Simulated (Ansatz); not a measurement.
# NaLaMnMoO6: changing the functional

```cif
data_structure
_symmetry_space_group_name_H-M 'Cm'
_symmetry_Int_Tables_number 8
_cell_length_a 9.9556
_cell_length_b 5.7629
_cell_length_c 5.5235
_cell_angle_alpha 90.000
_cell_angle_beta 123.416
_cell_angle_gamma 90.000
_cell_volume 264.52
loop_
_atom_site_label
_atom_site_type_symbol
_atom_site_symmetry_multiplicity
_atom_site_Wyckoff_symbol
_atom_site_fract_x
_atom_site_fract_y
_atom_site_fract_z
_atom_site_occupancy
Na1 Na 2 a 0.00518 0.00000 0.50006 1
La1 La 2 a 0.24693 0.00000 0.21175 1
Mn1 Mn 2 a 0.74984 0.00000 0.80189 1
Mo1 Mo 2 a 0.50133 0.00000 0.00278 1
O1 O 2 a 0.69662 0.00000 0.38604 1
O2 O 4 b 0.42124 0.24974 0.12351 1
O3 O 4 b 0.58406 0.22036 0.84646 1
O4 O 2 a 0.28950 0.00000 0.65754 1
```

The cell comes from a database or a generator and needn't be the stable form of this composition.

Kept alike: task band structure; k mesh 6 × 6 × 6; occupations fermi-dirac, width 0.05 eV; collinear spin, ferromagnetic start. Program: Ansatz, Ansatz PAW. Cutoffs run from 420 to 500 eV. The mesh is that of the run's cell of 10 atoms. No spin-orbit coupling.

```csv
functional,band gap (eV),pressure (GPa),largest site moment (μB)
LDA,0.723,-9.58,3.87
RPBE,0.976,3.84,3.93
r2SCAN,1.369,-3.29,4.03
```

Pressure is positive in compression, with a Pulay correction for the finite cutoff. The runs hold the magnetic state that their start led to, which needn't be the lowest. Gaps are the smaller of the mesh's and the band path's. Site moments count inside each atom's sphere or projector. All rows use potentials made for PBE.

The band gap runs from 0.723 (LDA) to 1.369 eV (r2SCAN). The pressure runs from -9.58 (LDA) to 3.84 GPa (RPBE). The largest site moment runs from 3.87 (LDA) to 4.03 μB (r2SCAN).
